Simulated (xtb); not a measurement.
xtb single point, GFN2-xTB, GBSA implicit water, on C6H4S4 (SMILES C1=CSC(=C2SC=CS2)S1), charge 0, multiplicity 1.

```
xtb m.xyz --gfn 2 --chrg 0 --uhf 0 --norestart --sp --gbsa water

14

C     -3.164938    -0.664956     0.000001
C     -3.164936     0.664958     0.000001
S     -1.627587     1.487095    -0.000000
C     -0.671883    -0.000000     0.000000
C      0.671883    -0.000000    -0.000000
S      1.627588     1.487095     0.000000
C      3.164938     0.664958    -0.000001
C      3.164938    -0.664957    -0.000001
S      1.627589    -1.487095     0.000000
S     -1.627589    -1.487095    -0.000000
H     -4.040114    -1.287541    -0.000000
H     -4.040112     1.287544    -0.000001
H      4.040113     1.287544     0.000000
H      4.040114    -1.287541     0.000001
```

Output:

```

          ...................................................
          :                      SETUP                      :
          :.................................................:
          :  # basis functions                  68          :
          :  # atomic orbitals                  64          :
          :  # shells                           28          :
          :  # electrons                        52          :
          :  max. iterations                   250          :
          :  Hamiltonian                  GFN2-xTB          :
          :  restarted?                      false          :
          :  GBSA solvation                   true          :
          :  PC potential                    false          :
          :  electronic temp.          300.0000000     K    :
          :  accuracy                    1.0000000          :
          :  -> integral cutoff          0.2500000E+02      :
          :  -> integral neglect         0.1000000E-07      :
          :  -> SCF convergence          0.1000000E-05 Eh   :
          :  -> wf. convergence          0.1000000E-03 e    :
          :  Broyden damping             0.4000000          :
          :  net charge                          0          :
          :  unpaired electrons                  0          :
          ...................................................

 iter      E             dE          RMSdq      gap      omega  full diag
   1    -28.0982292 -0.280982E+02  0.645E+00    2.68       0.0  T
   2    -28.1198465 -0.216173E-01  0.309E+00    2.49       1.0  T
   3    -28.1208374 -0.990891E-03  0.708E-01    2.34       1.0  T
   4    -28.1211827 -0.345278E-03  0.322E-01    2.32       1.0  T
   5    -28.1211223  0.603393E-04  0.867E-02    2.34       1.0  T
   6    -28.1211999 -0.775751E-04  0.184E-02    2.33       1.5  T
   7    -28.1212003 -0.368393E-06  0.866E-03    2.33       3.1  T
   8    -28.1212005 -0.282419E-06  0.281E-03    2.33       9.5  T
   9    -28.1212006 -0.178919E-07  0.748E-04    2.33      35.7  T
  10    -28.1212006 -0.182127E-08  0.196E-04    2.33     136.4  T

   *** convergence criteria satisfied after 10 iterations ***

         #    Occupation            Energy/Eh            Energy/eV
      -------------------------------------------------------------
         1        2.0000           -0.7409183             -20.1614
       ...           ...                  ...                  ...
        20        2.0000           -0.4628153             -12.5938
        21        2.0000           -0.4538961             -12.3511
        22        2.0000           -0.4537598             -12.3474
        23        2.0000           -0.4185237             -11.3886
        24        2.0000           -0.4156032             -11.3091
        25        2.0000           -0.3954597             -10.7610
        26        2.0000           -0.3400891              -9.2543 (HOMO)
        27                         -0.2542920              -6.9196 (LUMO)
        28                         -0.2430288              -6.6132
        29                         -0.2406659              -6.5489
        30                         -0.2399710              -6.5299
        31                         -0.2365268              -6.4362
       ...                                ...                  ...
        64                          0.6240354              16.9809
      -------------------------------------------------------------
                  HL-Gap            0.0857971 Eh            2.3347 eV
             Fermi-level           -0.2971906 Eh           -8.0870 eV


         :::::::::::::::::::::::::::::::::::::::::::::::::::::
         ::                     SUMMARY                     ::
         :::::::::::::::::::::::::::::::::::::::::::::::::::::
         :: total energy             -27.811264896679 Eh    ::
         :: total w/o Gsasa/hb       -27.807782243536 Eh    ::
         :: gradient norm              0.004163691330 Eh/a0 ::
         :: HOMO-LUMO gap              2.334659025199 eV    ::
         ::.................................................::
         :: SCC energy               -28.121234178744 Eh    ::
         :: -> isotropic ES            0.003968248953 Eh    ::
         :: -> anisotropic ES          0.001770799174 Eh    ::
         :: -> anisotropic XC          0.014035810931 Eh    ::
         :: -> dispersion             -0.019262260595 Eh    ::
         :: -> Gsolv                  -0.005565027561 Eh    ::
         ::    -> Gelec               -0.002082374418 Eh    ::
         ::    -> Gsasa               -0.004514054167 Eh    ::
         ::    -> Ghb                 -0.000826042103 Eh    ::
         ::    -> Gshift               0.001857443127 Eh    ::
         :: repulsion energy           0.309969282065 Eh    ::
         :: add. restraining           0.000000000000 Eh    ::
         :: total charge              -0.000000000000 e     ::
         :::::::::::::::::::::::::::::::::::::::::::::::::::::

[... lines cut ...]
                  HL-Gap            0.0857971 Eh            2.3347 eV
             Fermi-level           -0.2971906 Eh           -8.0870 eV

     #   Z          covCN         q      C6AA      α(0)
     1   6 C        2.980    -0.009    28.231     8.716
     2   6 C        2.980    -0.009    28.231     8.716
     3  16 S        2.264    -0.091   144.838    20.256
     4   6 C        3.015     0.030    27.322     8.574
     5   6 C        3.015     0.030    27.322     8.574
     6  16 S        2.264    -0.091   144.838    20.256
     7   6 C        2.980    -0.009    28.231     8.716
     8   6 C        2.980    -0.009    28.231     8.716
     9  16 S        2.264    -0.091   144.838    20.256
    10  16 S        2.264    -0.091   144.838    20.256
    11   1 H        0.926     0.085     1.931     2.173
    12   1 H        0.926     0.085     1.931     2.173
    13   1 H        0.926     0.085     1.931     2.173
    14   1 H        0.926     0.085     1.931     2.173

 Mol. C6AA /au·bohr⁶  :       7285.872170
 Mol. C8AA /au·bohr⁸  :     277221.670579
 Mol. α(0) /au        :        141.724548

Wiberg/Mayer (AO) data.
largest (>0.10) Wiberg bond orders for each atom

 ---------------------------------------------------------------------------
     #   Z sym  total        # sym  WBO       # sym  WBO       # sym  WBO
 ---------------------------------------------------------------------------
     1   6 C    3.954 --     2 C    1.786    10 S    1.086    11 H    0.952
                             3 S    0.105
     2   6 C    3.954 --     1 C    1.786     3 S    1.086    12 H    0.952
                            10 S    0.105
     3  16 S    2.456 --     2 C    1.086     4 C    1.038     1 C    0.105
     4   6 C    3.915 --     5 C    1.626     3 S    1.038    10 S    1.038
     5   6 C    3.915 --     4 C    1.626     6 S    1.038     9 S    1.038
     6  16 S    2.456 --     7 C    1.086     5 C    1.038     8 C    0.105
     7   6 C    3.954 --     8 C    1.786     6 S    1.086    13 H    0.952
                             9 S    0.105
     8   6 C    3.954 --     7 C    1.786     9 S    1.086    14 H    0.952
                             6 S    0.105
     9  16 S    2.456 --     8 C    1.086     5 C    1.038     7 C    0.105
    10  16 S    2.456 --     1 C    1.086     4 C    1.038     2 C    0.105
    11   1 H    0.992 --     1 C    0.952
    12   1 H    0.992 --     2 C    0.952
    13   1 H    0.992 --     7 C    0.952
    14   1 H    0.992 --     8 C    0.952
 ---------------------------------------------------------------------------


molecular dipole:
                 x           y           z       tot (Debye)
 q only:        0.000       0.000       0.000
   full:        0.000       0.000       0.000       0.000
molecular quadrupole (traceless):
                xx          xy          yy          xz          yz          zz
 q only:       15.618      -0.000      -8.495       0.000      -0.000      -7.123
  q+dip:       18.649       0.000     -11.828       0.000      -0.000      -6.821
   full:       19.674      -0.000     -12.292       0.000      -0.000      -7.382

           -------------------------------------------------
          | TOTAL ENERGY              -27.811264896679 Eh   |
          | GRADIENT NORM               0.004163691330 Eh/α |
          | HOMO-LUMO GAP               2.334659025199 eV   |
           -------------------------------------------------
```

The total energy is -756.78 eV, -0.13 eV from the same level's vacuum run.
